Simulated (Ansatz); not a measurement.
MoW:
```cif
data_Mo4W4
_chemical_formula_sum 'W4 Mo4'
_space_group_name_H-M_alt 'Cmcm'
_space_group_IT_number 63
_space_group_name_Hall '-C 2c 2'
_cell_length_a 2.58572
_cell_length_b 10.61229
_cell_length_c 4.68799
_cell_angle_alpha 90.000
_cell_angle_beta 90.000
_cell_angle_gamma 90.000
loop_
_atom_site_label
_atom_site_type_symbol
_atom_site_symmetry_multiplicity
_atom_site_Wyckoff_symbol
_atom_site_fract_x
_atom_site_fract_y
_atom_site_fract_z
_atom_site_occupancy
W1 W 4 c 0.00000 0.32071 0.25000 1
Mo1 Mo 4 c 0.00000 0.06890 0.25000 1
```
(The calculation used a cell of 4 atoms; values per cell refer to that cell.)

Relaxed at zero pressure with the program Ansatz at the r²SCAN level (PAW).

Question: The volume is raised by 3 % and shape and atoms relax at that volume. What pressure results, and how do the axes share the change?

Answer: -7.5 GPa; a 0.9 %, b 0.8 %, c 1.3 %; the energy rises by 12 meV/atom.

Question: Give the new structure.

Answer: 
Space group Cmcm (No. 63); a = 2.6080 Å, b = 10.6984 Å, c = 4.7488 Å, α = 90.00°, β = 90.00°, γ = 90.00°

```tsv
atom	site	symmetry	x	y	z
W	4c	m2m	0.0000	0.3211	0.2500
Mo	4c	m2m	0.0000	0.0697	0.2500
```

The phase is kept; no other phase was compared at this pressure.

The start of the workflow was typed in or built on a structure type; neither database checked (COD, Materials Project) lists it. Its standing as an ambient phase is unchecked. Symmetry was held in the r²SCAN relaxation; its stability against distortions is not shown here. No spin polarisation was allowed. Its formation energy is positive at this level, so the cell may be metastable or incomplete. Axis ratios of metals converge slowly with the k-mesh, so a and c are less sure than the volume. Scalar-relativistic: spin–orbit coupling is off unless named, which matters more the heavier the elements.

Potentials: the earlier of the program's two PAW sets.
